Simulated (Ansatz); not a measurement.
The relaxed structure here is a generated cell of GaCuSe2: the first start was made by a random draw of sites in a space group, and the end was not matched to a known phase here, so it may be hypothetical. Known forms of GaCuSe2 include space group No. 122.

One starting cell of GaCuSe2 (a randomly generated symmetric cell of GaCuSe2 (space group No. 183)) was relaxed twice with Ansatz (plane waves, PAW, scalar-relativistic): with r2SCAN at 500 eV and with PBE at 420 eV. The r2SCAN result:

```
CELL_PARAMETERS angstrom
      4.72177     0.00000     0.00000
     -2.36089     4.08918     0.00000
      0.00000     0.00000     4.75701
ATOMIC_POSITIONS crystal
  Cu 0.00000 0.00000 0.48154
  Ga 0.00000 0.00000 0.98363
  Se 0.33333 0.66667 0.61973
  Se 0.66667 0.33333 0.61973
```

```tsv
quantity	r2SCAN	PBE
space group	P6mm	P6mm
volume (Å³/atom)	22.96	23.69
a (Å)	4.722	4.754
c (Å)	4.757	4.842
gap (eV, no spin-orbit coupling)	0.00	0.00
```

Both levels end in the same structure; PBE's volume is 3.2 % larger. Neither column is exact.

No spin polarisation in the result.

The run could not lose the symmetry of its start, so the end can be a saddle point.

Ansatz is a program for electronic structure.
